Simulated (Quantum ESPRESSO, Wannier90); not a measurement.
**Al (fcc (Cu type)): Wannier90 run**

Materials Project entry mp-134; symmetrised, unrelaxed at this level. This is the element's usual structure. Computed values, not measurements, from PBEsol: Quantum ESPRESSO (norm-conserving PseudoDojo potentials, cutoff 32 Ry, no spin polarisation, no spin-orbit coupling) on a Γ-centred 10×10×10 mesh, then Wannier90. Density: 18×18×18 mesh, cold smearing 0.01 Ry.

On the energy scale of pw.x, whose zero is arbitrary, the Fermi level lies at 7.89 eV.

Input w.win:

```
num_bands = 6
num_wann = 4
exclude_bands = 7-10
num_iter = 800
conv_tol = 1.0e-6
conv_window = 4
dis_num_iter = 1000
dis_conv_tol = 1.0e-6
dis_froz_max = 9.39
write_hr = true
write_u_matrices = true
begin projections
f=0.00641,-0.00486,0.01576: s;p
end projections
begin unit_cell_cart
ang
    0.0000000000    2.0194650000    2.0194650000
    2.0194650000    0.0000000000    2.0194650000
    2.0194650000    2.0194650000    0.0000000000
end unit_cell_cart
begin atoms_frac
Al   0.0000000000  0.0000000000  0.0000000000
end atoms_frac
mp_grid = 10 10 10
begin kpoints
0.0000000000 0.0000000000 0.0000000000
0.0000000000 0.0000000000 0.1000000000
0.0000000000 0.0000000000 0.2000000000
... (997 more lines: the 10x10x10 mesh through Gamma)
end kpoints
```

Input of pw2wannier90.x that gives the overlap and projection files (equivalent; here they were cut from one run over all bands):

```
&inputpp
  outdir = './out'
  prefix = 'pwscf'
  seedname = 'w'
  write_amn = .true.
  write_mmn = .true.
/
```

Output w.wout (banner and timings cut):

```
                                    ------
                                    SYSTEM
                                    ------

                              Lattice Vectors (Ang)
                    a_1     0.000000   2.019465   2.019465
                    a_2     2.019465   0.000000   2.019465
                    a_3     2.019465   2.019465   0.000000

                   Unit Cell Volume:      16.47172  (Ang^3)

                        Reciprocal-Space Vectors (Ang^-1)
                    b_1    -1.555656   1.555656   1.555656
                    b_2     1.555656  -1.555656   1.555656
                    b_3     1.555656   1.555656  -1.555656

 *----------------------------------------------------------------------------*
 |   Site       Fractional Coordinate          Cartesian Coordinate (Ang)     |
 +----------------------------------------------------------------------------+
 | al   1   0.00000   0.00000   0.00000   |    0.00000   0.00000   0.00000    |
 *----------------------------------------------------------------------------*
                                ------------
                                K-POINT GRID
                                ------------

             Grid size = 10 x 10 x 10      Total points = 1000

 *---------------------------------- MAIN ------------------------------------*
 |  Number of Wannier Functions               :                 4             |
 |  Number of Objective Wannier Functions     :                 4             |
 |  Number of input Bloch states              :                 6             |
 |  Output verbosity (1=low, 5=high)          :                 1             |
 |  Timing Level (1=low, 5=high)              :                 1             |
 |  Optimisation (0=memory, 3=speed)          :                 3             |
 |  Length Unit                               :               Ang             |
 |  Post-processing setup (write *.nnkp)      :                 F             |
 |  Using Gamma-only branch of algorithms     :                 F             |
 *----------------------------------------------------------------------------*
 *------------------------------- WANNIERISE ---------------------------------*
 |  Total number of iterations                :               800             |
 |  Number of CG steps before reset           :                 5             |
 |  Trial step length for line search         :             2.000             |
 |  Convergence tolerence                     :         0.100E-05             |
 |  Convergence window                        :                 4             |
 |  Iterations between writing output         :                 1             |
 |  Iterations between backing up to disk     :               100             |
 |  Write r^2_nm to file                      :                 F             |
 |  Write xyz WF centres to file              :                 F             |
 |  Write on-site energies <0n|H|0n> to file  :                 F             |
 |  Use guiding centre to control phases      :                 F             |
 |  Use phases for initial projections        :                 F             |
 *----------------------------------------------------------------------------*
 *------------------------------- DISENTANGLE --------------------------------*
 |  Using band disentanglement                :                 T             |
 |  Total number of iterations                :              1000             |
 |  Mixing ratio                              :             0.500             |
 |  Convergence tolerence                     :         1.000E-06             |
 |  Convergence window                        :                 3             |
 *----------------------------------------------------------------------------*
 *-------------------------------- PLOTTING ----------------------------------*
 |  Plotting Hamiltonian in WF basis          :                 T             |
 *----------------------------------------------------------------------------*

 *---------------------------------- K-MESH ----------------------------------*
 +----------------------------------------------------------------------------+
 |                    Distance to Nearest-Neighbour Shells                    |
 |                    ------------------------------------                    |
 |          Shell             Distance (Ang^-1)          Multiplicity         |
 |          -----             -----------------          ------------         |
 |             1                   0.269448                      8            |
 |             2                   0.311131                      6            |
 |             3                   0.440006                     12            |
 |             4                   0.515953                     24            |
 |             5                   0.538895                      8            |
 |             6                   0.622262                      6            |
 |             7                   0.678095                     24            |
 |             8                   0.695710                     24            |
       ... (lines left out)
 +----------------------------------------------------------------------------+
 | The b-vectors are chosen automatically                                     |
 | The following shells are used:                       1                     |
 +----------------------------------------------------------------------------+
 |                        Shell   # Nearest-Neighbours                        |
 |                        -----   --------------------                        |
 |                          1               8                                 |
 +----------------------------------------------------------------------------+
 | Completeness relation is fully satisfied [Eq. (B1), PRB 56, 12847 (1997)]  |
 +----------------------------------------------------------------------------+
 |                  b_k Vectors (Ang^-1) and Weights (Ang^2)                  |
 |                  ----------------------------------------                  |
 |            No.         b_k(x)      b_k(y)      b_k(z)        w_b           |
 |            ---        --------------------------------     --------        |
 |             1         0.155566    0.155566   -0.155566     5.165150        |
 |             2         0.155566   -0.155566    0.155566     5.165150        |
 |             3        -0.155566    0.155566    0.155566     5.165150        |
 |             4         0.155566    0.155566    0.155566     5.165150        |
 |             5        -0.155566   -0.155566    0.155566     5.165150        |
 |             6        -0.155566    0.155566   -0.155566     5.165150        |
 |             7         0.155566   -0.155566   -0.155566     5.165150        |
 |             8        -0.155566   -0.155566   -0.155566     5.165150        |
 +----------------------------------------------------------------------------+
 |                           b_k Directions (Ang^-1)                          |
 |                           -----------------------                          |
 |            No.           x           y           z                         |
 |            ---        --------------------------------                     |
 |             1         0.155566    0.155566   -0.155566                     |
 |             2         0.155566   -0.155566    0.155566                     |
 |             3        -0.155566    0.155566    0.155566                     |
 |             4         0.155566    0.155566    0.155566                     |
 +----------------------------------------------------------------------------+

 Starting a new Wannier90 calculation ...

 Reading overlaps from w.mmn

 Reading projections from w.amn

 *------------------------------- DISENTANGLE --------------------------------*
 +----------------------------------------------------------------------------+
 |                              Energy  Windows                               |
 |                              ---------------                               |
 |                   Outer:   -3.25389  to   26.73949  (eV)                   |
 |                   Inner:   -3.25389  to    9.39000  (eV)                   |
 +----------------------------------------------------------------------------+
   Number of target bands to extract:    4

                   Unitarised projection of Wannier functions
                   ------------------------------------------
   A_mn = <psi_m|g_n> --> S = A.A^+ --> U = S^-1/2.A
   In dis_project... done
   Using an inner window (linner = T)
   In dis_proj_froz... done

                   Extraction of optimally-connected subspace
                   ------------------------------------------
 +---------------------------------------------------------------------+<-- DIS
 |  Iter     Omega_I(i-1)      Omega_I(i)      Delta (frac.)           |<-- DIS
 +---------------------------------------------------------------------+<-- DIS
       1      10.72412963       9.04254256       1.860E-01    <-- DIS
       2       9.38464095       8.60221881       9.096E-02    <-- DIS
       3       8.90185789       8.33266021       6.831E-02    <-- DIS
       4       8.54449973       8.14359372       4.923E-02    <-- DIS
       5       8.28798707       8.00615165       3.520E-02    <-- DIS
       6       8.10364962       7.90390334       2.527E-02    <-- DIS
       ... (lines left out)
     101       7.51241870       7.51226545       2.040E-05    <-- DIS
       ... (lines left out)
     201       7.50239435       7.50216575       3.047E-05    <-- DIS
       ... (lines left out)
     301       7.48783082       7.48751976       4.154E-05    <-- DIS
       ... (lines left out)
     401       7.47263635       7.47237291       3.526E-05    <-- DIS
       ... (lines left out)
     501       7.46145097       7.46125172       2.670E-05    <-- DIS
       ... (lines left out)
     601       7.44694406       7.44665378       3.898E-05    <-- DIS
       ... (lines left out)
     701       7.43429199       7.43419587       1.293E-05    <-- DIS
       ... (lines left out)
     801       7.43072082       7.43071154       1.249E-06    <-- DIS
       ... (lines left out)
     808       7.43062477       7.43061760       9.650E-07    <-- DIS
     809       7.43061192       7.43060503       9.277E-07    <-- DIS
     810       7.43059928       7.43059265       8.912E-07    <-- DIS

             <<<      Delta < 1.000E-06  over  3 iterations     >>>
             <<< Disentanglement convergence criteria satisfied >>>

        Final Omega_I     7.43059265 (Ang^2)

 +----------------------------------------------------------------------------+

 Writing checkpoint file w.chk... done

 *------------------------------- WANNIERISE ---------------------------------*
 +--------------------------------------------------------------------+<-- CONV
 | Iter  Delta Spread     RMS Gradient      Spread (Ang^2)            |<-- CONV
 +--------------------------------------------------------------------+<-- CONV

 ------------------------------------------------------------------------------
 Initial State
  WF centre and spread    1  (  0.021059,  0.042606,  0.003616 )     2.73672610
  WF centre and spread    2  (  0.006638,  0.209044,  0.004958 )     3.68795344
  WF centre and spread    3  ( -0.022721, -0.205055,  0.012724 )     3.84745927
  WF centre and spread    4  (  0.014914, -0.038570,  0.008270 )     4.10364811
  Sum of centres and spreads (  0.019890,  0.008026,  0.029569 )    14.37578691

      0     0.144E+02     0.0000000000       14.3757869113  <-- CONV
        O_D=      0.8140436 O_OD=      6.1311506 O_TOT=     14.3757869 <-- SPRD
 ------------------------------------------------------------------------------
      1    -0.861E-01     0.7699694544       14.2896745622  <-- CONV
        O_D=      0.7409060 O_OD=      6.1181759 O_TOT=     14.2896746 <-- SPRD
      2    -0.258E+00     0.3914026824       14.0317723267  <-- CONV
        O_D=      0.5869720 O_OD=      6.0142077 O_TOT=     14.0317723 <-- SPRD
      3    -0.258E+00     0.3403696831       13.7739821510  <-- CONV
        O_D=      0.4649996 O_OD=      5.8783899 O_TOT=     13.7739822 <-- SPRD
      4    -0.188E+00     0.2611296917       13.5855030480  <-- CONV
        O_D=      0.4881167 O_OD=      5.6667937 O_TOT=     13.5855030 <-- SPRD
      5    -0.100E+00     0.4375781865       13.4854567361  <-- CONV
        O_D=      0.4388604 O_OD=      5.6160037 O_TOT=     13.4854567 <-- SPRD
       ... (lines left out)
    100    -0.660E-06     0.0003924159        8.7793381689  <-- CONV
        O_D=      0.0971272 O_OD=      1.2516183 O_TOT=      8.7793382 <-- SPRD
    101    -0.566E-06     0.0003393283        8.7793376030  <-- CONV
        O_D=      0.0971303 O_OD=      1.2516146 O_TOT=      8.7793376 <-- SPRD
    102    -0.530E-06     0.0002985568        8.7793370726  <-- CONV
        O_D=      0.0971357 O_OD=      1.2516087 O_TOT=      8.7793371 <-- SPRD
             <<<     Delta < 1.000E-06  over  4 iterations     >>>
             <<< Wannierisation convergence criteria satisfied >>>
 Final State
  WF centre and spread    1  (  0.242949,  0.549984,  0.824945 )     2.18884483
  WF centre and spread    2  ( -0.239196,  0.562108, -0.821654 )     2.19692296
  WF centre and spread    3  ( -0.822690, -0.560438,  0.243877 )     2.19494526
  WF centre and spread    4  (  0.822707, -0.565842, -0.235041 )     2.19862402
  Sum of centres and spreads (  0.003770, -0.014189,  0.012126 )     8.77933707

         Spreads (Ang^2)       Omega I      =     7.430592654
        ================       Omega D      =     0.097135714
                               Omega OD     =     1.251608704
    Final Spread (Ang^2)       Omega Total  =     8.779337073
```
